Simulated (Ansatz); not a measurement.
This cell of KMgF₃ (cubic perovskite) is off equilibrium:

```yaml
crystal:
  lattice:
    - [8.10854, 0.00000, 0.00000]
    - [0.00000, 4.05427, 0.00000]
    - [0.00000, 0.00000, 4.05427]
  atoms:
    - { symbol: K, position: [0.24933, 0.50000, 0.50000] }
    - { symbol: K, position: [0.75067, 0.50000, 0.50000] }
    - { symbol: Mg, position: [0.00000, 0.00000, 0.00000] }
    - { symbol: Mg, position: [0.50000, 0.00000, 0.00000] }
    - { symbol: F, position: [0.00000, 0.50000, 0.00000] }
    - { symbol: F, position: [0.50000, 0.50000, 0.00000] }
    - { symbol: F, position: [0.25617, 0.00000, 0.00000] }
    - { symbol: F, position: [0.74383, 0.00000, 0.00000] }
    - { symbol: F, position: [0.00000, 0.00000, 0.50000] }
    - { symbol: F, position: [0.50000, 0.00000, 0.50000] }
```

These are PBE (plane waves to 420 eV, PAW, scalar-relativistic; Ansatz, a first-principles code) values and carry that method's errors. k mesh 4×8×8 (Γ-centred), Fermi-Dirac smearing 0.05 eV. Compression counts positive. KMgF3 was relaxed with its symmetry unable to fall.

Task: What forces act on the atoms (eV/Å, Cartesian)?

Result: 
```tsv
atom	Fx	Fy	Fz
K1	0.133	0.000	0.000
K2	-0.133	0.000	0.000
Mg3	0.000	0.000	0.000
Mg4	0.000	0.000	0.000
F5	0.000	0.000	0.000
F6	0.000	0.000	0.000
F7	-0.602	0.000	0.000
F8	0.602	0.000	0.000
F9	0.000	0.000	0.000
F10	0.000	0.000	0.000
```

(A displaced cell: forces are minus the slopes of the energy, force constants its curvatures, and phonons follow from these.)
